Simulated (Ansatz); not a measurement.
An Ansatz (a program for electronic structure) run. Input:

Ansatz 0.2 input:
```yaml
crystal:
  lattice:
    - [3.2145203318, 0.0, 0.0]
    - [0.0, 3.2145203318, 0.0]
    - [0.0, 0.0, 3.2145203318]
  atoms:
    - { symbol: In, position: [0.0, 0.0, 0.0] }
    - { symbol: Pd, position: [0.5, 0.5, 0.5] }
kpoints:
  mp_grid: { grid: [27, 27, 27] }
hamiltonian:
  xc: lda
  pseudopotentials: { kind: paw }
scf:
  occupations: { method: fermi_dirac, width: 0.1 }
elastic: { mode: relaxed_ion, stencil: two_point, amplitude: 0.005, f_tol: 0.0005 }
```

Output (shortened):

```
Pseudopotentials: kind: paw
Pseudopotential: In, paw, valence charge 13
Pseudopotential: Pd, paw, valence charge 18
Functional definition: SPW92
Crystal: 2 atoms, lattice volume = 33.216 Å³
Basis set: ecut = 420 eV, 619 PW (Γ)
Bands: 20, of which v1, the nominal top of the filled ones, is band 16 counted from 1 (15 counted from 0)
Symmetry: 48 space group operations
Space group: Pm-3m (ITA 221), of the structure as read, at distance tolerance 3.2e-5 Å
k-points: 560 of 19683
PAW frozen core: In, regenerated for the run's functional, and the local potential with it
PAW frozen core: Pd, regenerated for the run's functional, and the local potential with it
Initial wavefunctions: pseudopotential atomic-orbital guess
Eigensolver: davidson
Functional: x = slater, c = lda
all-band conjugate gradients solve this SCF's bands
SCF 1 converged in 8 iterations: F = -12302.843125 eV  dr2 = 3.08e-14
density extrapolation: transplant  |δρ|_rms = 5.751e-2 e/Å³  SAD shift = 9.491e-3 e/Å³
Crystal: 2 atoms, lattice volume = 33.050 Å³
Symmetry: 16 space group operations
k-points: 1470 of 19683
Initial density: handed on by an earlier stage of this run
Initial wavefunctions: those handed on with the density
SCF 2 converged in 8 iterations: F = -12302.842595 eV  dr2 = 3.84e-15
density extrapolation: first-order (α = -2.000)  |δρ|_rms = 5.751e-2 e/Å³  SAD shift = 9.418e-3 e/Å³
Crystal: 2 atoms, lattice volume = 33.382 Å³
Basis set: ecut = 420 eV, 643 PW (Γ)
SCF 3 converged in 6 iterations: F = -12302.842768 eV  dr2 = 6.91e-15
density extrapolation: transplant  |δρ|_rms = 5.751e-2 e/Å³  SAD shift = 5.391e-3 e/Å³
Crystal: 2 atoms, lattice volume = 33.216 Å³
Symmetry: 8 space group operations
k-points: 2744 of 19683
SCF 4 converged in 7 iterations: F = -12302.842970 eV  dr2 = 1.79e-14
density extrapolation: first-order (α = -2.000)  |δρ|_rms = 5.751e-2 e/Å³  SAD shift = 5.391e-3 e/Å³
Crystal: 2 atoms, lattice volume = 33.216 Å³
SCF 5 converged in 5 iterations: F = -12302.842970 eV  dr2 = 4.81e-14
SCF converged after 8 iterations
Free energy (F): -12302.843125 eV
Harris-Foulkes:  -12302.843125 eV  (|F-HF|=3.64e-12)
Internal energy: -12302.820725 eV  (E = F + TS)
E sigma→0 (E₀):  -12302.831925 eV
Entropy (-TS):   -0.022400 eV (-11.200 meV/atom)
Fermi energy:    17.599630 eV
--- Per-component energies (eV) ---
  E_band       = -122.870055
  E_kinetic    = 762.777671
  E_local      = -2801.042316  (includes V_loc(G=0)·N_el)
  E_nonlocal   = 593.993845
  E_hartree    = 1137.618901
  E_xc         = -382.883180
  E_vxc        = -314.746780  (∫ρ·V_xc dr)
  E_paw        = -7640.669151  (= ΣΔE_a)
  E_vpaw       = -639.090497  (= ΣTr[D̂ρ^β])
  E_aug_tail   = 0.000225  (compensation charges beyond the density's cutoff)
  E_ewald      = -3973.581991
  E_core_change = 0.965270  (= ΣΔE_core)
  E_smearing   = -0.022400  (= −TS)
  E_closure    = 0.000000  (closes the sum)
  Σ components = -12302.843125   (vs F -12302.843125, Δ=0.00e0)
--- Forces (eV/Å), atoms counted from 1 ---
  atom   1  In     0.00000000     0.00000000     0.00000000
  atom   2  Pd     0.00000000     0.00000000     0.00000000
  max |Σ_I F_I| component: 0.0 eV/Å
--- Stress (GPa, compression-positive) ---
        0.077835       0.000000       0.000000
        0.000000       0.077835       0.000000
        0.000000       0.000000       0.077835
  P = ⅓ Tr σ = 0.0778 GPa (0.778 kbar)
  The stress holds the Pulay correction. Without it, at fixed plane waves, as pw.x and ABINIT print it: P = 0.0277 GPa
  The stress includes an estimate of the error left by incomplete SCF convergence (largest component  0.0000 GPa; it does not cover the PAW one-centre terms).
--- Band table (eV; the first three rows and the last of 560) ---
  k-point 0: bands = ["-66.9796", "-32.7829", "-32.7829", "-32.7829", "2.5341", "2.5341", "3.0152", "3.0152", "3.0152", "6.9727", "13.4807", "13.4807", "15.1508", "15.1508", "15.1508", "21.7747", "21.7747", "21.7747", "27.4245", "28.6264"]
  k-point 1: bands = ["-66.9796", "-32.7835", "-32.7829", "-32.7829", "2.5351", "2.5397", "3.0135", "3.0135", "3.0157", "6.9955", "13.4805", "13.4853", "15.1315", "15.1315", "15.1495", "21.6043", "21.8226", "21.8226", "27.5255", "28.6154"]
  k-point 2: bands = ["-66.9795", "-32.7851", "-32.7828", "-32.7828", "2.5381", "2.5561", "3.0086", "3.0086", "3.0173", "7.0641", "13.4798", "13.4976", "15.0757", "15.0757", "15.1456", "21.1522", "21.9645", "21.9645", "27.7122", "28.5830"]
  k-point 559: bands = ["-66.9736", "-32.8161", "-32.8161", "-32.8161", "2.6964", "2.6978", "2.6978", "3.2675", "3.2675", "12.3054", "12.3357", "12.3357", "15.8081", "15.8081", "17.5154", "21.0041", "21.3381", "21.3381", "22.2932", "22.2932"]
  band table: 20 of 20 bands, residual norms ≤ 1.0e-3 eV
--- Elastic constants: 2 strain directions × 2 members + reference (group order 48) ---
  dense FFT box of the reference and of every strained cell: 24×24×24
  strains applied: 11, 23; error gains: componentwise 1.00 (the most a stress slope's error grows in a printed constant), spectral 1.73 (1 for all six strains …
  C = ∂σ_k/∂η_j (tension-positive GPa; Voigt order 11 22 33 23 13 12):
       171.035    140.273    140.273      0.000      0.000      0.000
       140.273    171.035    140.273      0.000      0.000      0.000
       140.273    140.273    171.035      0.000      0.000      0.000
         0.000      0.000      0.000     59.684      0.000      0.000
         0.000      0.000      0.000      0.000     59.684      0.000
         0.000      0.000      0.000      0.000      0.000     59.684
  reference stress σ⁰ (GPa):     -0.078     -0.078     -0.078      0.000      0.000      0.000
  moduli (Voigt/Reuss/Hill, GPa): K = 150.53/150.53/150.53   G = 41.96/27.73/34.85   E = 97.05   ν = 0.393
  mechanically stable: yes (min eigenvalue of sym C = 30.76 GPa)
  strain η (Voigt 11):  stress-route row diagonal C_11 = 171.03 GPa, energy-path curvature d²(F+E_count+ΔE)/dδ²/Ω₀ = 171.01 GPa
         δ    σ_11 (GPa)             F (eV)   n_scf  n_hpsi   n_pw
    -5.000e-3      -0.9484      -12302.8425954       8  522582    663   relax 0 steps, max|allowed force component| 0.0 eV/Å
     5.000e-3       0.7619      -12302.8427679       6  420169    669   relax 0 steps, max|allowed force component| 0.0 eV/Å
  strain η (Voigt 23):  stress-route row diagonal C_44 = 59.68 GPa, energy-path curvature d²(F+E_count+ΔE)/dδ²/Ω₀ = 59.73 GPa
         δ    σ_23 (GPa)             F (eV)   n_scf  n_hpsi   n_pw
    -5.000e-3      -0.2984      -12302.8429698       7  867157    667   relax 0 steps, max|allowed force component| 0.0 eV/Å
     5.000e-3       0.2984      -12302.8429698       5  750675    667   relax 0 steps, max|allowed force component| 0.0 eV/Å
```

Cost: around 3 core-minutes (rough) on shared cores.

The LDA relaxation kept the symmetry of its start; of distortions, only those at the zone centre were tested. The run is not spin-polarised. As this level gives no gap, shear constants depend on the k-mesh and smearing (Fermi–Dirac, 0.1 eV here). Spin–orbit coupling is left out wherever it is not named.

Potentials: the later of the program's two PAW sets.

Ansatz is a plane-wave DFT program.
